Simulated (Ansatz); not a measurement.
These are results of DFT PBE, scalar-relativistic, plane waves, PAW (Ansatz 0.2.0), not measurements. Settings: cutoff 420 eV, Γ-centred meshes spaced at most about 0.3 Å⁻¹, and about 0.25 Å⁻¹ or finer for metals (2π included), Gaussian smearing. Collinear spin in cells that started with moments and kept them past the coarse steps, no spin elsewhere.

These are static total energies at zero pressure.

Two forms of TiSiTe3 were relaxed alike.

A. (no spin)

```xyz
5
Lattice="5.3071 0.0000 0.0000 0.0000 5.3071 0.0000 0.0000 0.0000 5.3071" Properties=species:S:1:pos:R:3 pbc="T T T"
Ti    2.6535    2.6535    2.6535
Si    0.0000    0.0000    0.0000
Te    0.0000    2.6535    2.6535
Te    2.6535    2.6535    0.0000
Te    2.6535    0.0000    2.6535
```

B. (site moments Ti 1.3 μB)

```xyz
5
Lattice="5.2139 0.0000 0.0000 -2.6070 4.5154 0.0000 0.0000 0.0000 6.2434" Properties=species:S:1:pos:R:3 pbc="T T T"
Ti    0.0000    3.0103    3.1217
Si    2.6070    1.5051    0.0000
Te    0.0000    0.0000    0.0000
Te    2.6070    1.5051    3.1217
Te    0.0000    0.0000    3.1217
```

Question: Which would you expect to be lower, and how large is the difference?

Answer: A is lower, by 36 meV/atom. A has space group Pm-3m (No. 221), 29.9 Å³/atom and no gap on its mesh; B has space group P-6m2 (No. 187), 29.4 Å³/atom and no gap. Counting Si or Te atoms around Ti (for each partner element, those within 1.25 times its shortest distance or 1.15 times the sum of covalent radii, where it is the nearest in units of that sum or under 1.3), A and B both have Ti 6. B holds Te–Te bonds in all directions (shortest 3.01 Å); in A the shortest Te–Te distance is 3.75 Å. Their magnetic states differ too. Even the lower one lies +0.35 eV/atom against the reference forms of the elements (uncorrected), so neither is stable at this level. Both come from invented guesses. A third cell relaxed alike, in P6_3/mmc, lies 189 meV/atom below the lower of the two.

These runs have no spin–orbit coupling, which can matter for Te. Si stands nearly free of neighbours here, and without spin polarisation the energy of such atoms comes out too high. Another magnetic order may lie lower. Cells relaxed within their symmetry can be saddle points.
